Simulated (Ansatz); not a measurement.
Consider the following.

GaSb:
Space group Immm (No. 71); a = 3.1485 Å, b = 5.1038 Å, c = 5.6533 Å, α = 90.00°, β = 90.00°, γ = 90.00°

```json
[
 {"atom": "Ga", "site": "2a", "symmetry": "mmm", "x": "0.0000", "y": "0.0000", "z": "0.0000"},
 {"atom": "Sb", "site": "2c", "symmetry": "mmm", "x": "0.0000", "y": "0.0000", "z": "0.5000"}
]
```
(The calculation used a cell of 2 atoms; values per cell refer to that cell.)

This is the PBEsol-relaxed structure.

Problem. All from PBEsol in the plane-wave PAW code Ansatz, unless another level is named. Estimate the electronic character.

Solution. metallic (no gap).

Problem. Predict the formation energy from the elements (no fitted shifts).

Solution. 0.014 eV/atom.

Problem. Give the density of states at the Fermi level.

Solution. 0.38 states/eV per atom (mean over ±0.08 eV).

Problem. Next, the gap with spin–orbit coupling?

Solution. none (metallic).

The first step of the workflow began from a Materials Project structure, measured or hypothetical; the Crystallography Open Database copy checked does not list it. It is not the phase usual at ambient conditions (space group No. 216). The PBEsol relaxation kept the symmetry of its start; phonons show weakly imaginary modes. The references are the lowest solids computed at this level, not always the standard phases. Spin–orbit coupling is left out wherever it is not named.

Potentials: the later of the program's two PAW sets.
